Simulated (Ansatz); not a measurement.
Consider the following.

LiTaO$_{3}$ (LiNbO3 type, space group R3c)

```yaml
crystal:
  lattice:
    - [2.59590, 1.49875, 4.64067]
    - [-2.59590, 1.49875, 4.64067]
    - [0.00000, -2.99749, 4.64067]
  atoms:
    - { symbol: Li, position: [0.70567, 0.70567, 0.70567] }
    - { symbol: Li, position: [0.20567, 0.20567, 0.20567] }
    - { symbol: Ta, position: [0.98777, 0.98777, 0.98777] }
    - { symbol: Ta, position: [0.48777, 0.48777, 0.48777] }
    - { symbol: O, position: [0.62568, 0.86923, 0.26136] }
    - { symbol: O, position: [0.86923, 0.26136, 0.62568] }
    - { symbol: O, position: [0.26136, 0.62568, 0.86923] }
    - { symbol: O, position: [0.76136, 0.36923, 0.12568] }
    - { symbol: O, position: [0.36923, 0.12568, 0.76136] }
    - { symbol: O, position: [0.12568, 0.76136, 0.36923] }
```

Equation-of-state scan: isotropic scaling of the cell above, V₀ being its volume. The atoms relax within the cell's symmetry.

Method: PBE (plane waves to 420 eV, PAW, scalar-relativistic; Ansatz, an electronic-structure program). k mesh 8×8×8 (Γ-centred), Fermi-Dirac smearing 0.05 eV. Energies are smeared free energies. Stress and pressure are positive under compression. The points do not follow one Birch-Murnaghan curve well, so no fit is quoted. LiTaO3 is run without spin polarisation. LiTaO3 was relaxed with its symmetry unable to fall. Spin-orbit coupling is left out, though Ta is heavy. The zero of ΔE is the relaxed starting cell.

The scan covers V/V₀ from 0.840 to 1.160 in 11 points.

What is ΔE at V/V₀ = 0.840?

142.8 meV/atom.

What pressure does the cell carry at V/V₀ = 0.840?

30.1 GPa.

What is ΔE at V/V₀ = 1.160?

64.8 meV/atom.

(A scan under strain: stresses follow from slopes of the energy per volume, elastic moduli from its curvatures.)
